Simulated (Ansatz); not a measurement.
The relaxed structure here is a generated cell of V: the first start was made by placing the elements on the sites of a structure type, and the end was not matched to a known phase here, so it may be hypothetical. Known forms of V include space group No. 229.

One stationary structure of V. These are PBEsol (plane waves to 420 eV, PAW, scalar-relativistic; Ansatz, a quantum-chemistry and plane-wave program) values and carry that method's errors.

```xyz
1
Lattice="1.4110 0.8146 1.9215 -1.4110 0.8146 1.9215 0.0000 -1.6293 1.9215" Properties=species:S:1:pos:R:3 pbc="T T T"
V      0.0000     0.0000     2.8823
```

Question: Determine the symmetry and give the standard cell with its independent sites.

Answer: Space group R-3m, hexagonal axes (No. 166); a = 2.822 Å, b = 2.822 Å, c = 5.765 Å, α = 90.00°, β = 90.00°, γ = 120.00°

| atom | site | symmetry | x | y | z |
|---|---|---|---|---|---|
| V | 3b | -3m | 0.0000 | 0.0000 | 0.5000 |

This is the AFLOW prototype A_hR1_166_a (A10, as in Hg).

Question: Give the shortest distances between elements (the closest pairs, up to four, under 3.6 Å).

Answer: V–V 2.52 Å.

| Quantity | Value |
|---|---|
| Volume per atom | 13.25 Å³ |
| Band gap | no gap (metallic) |
| Magnetic moment | zero (the starting moments vanished) |

No spin polarisation in the result: the starting moments vanished.

The run could not lose the symmetry of its start: the end is stationary, and may be a saddle point rather than a minimum.
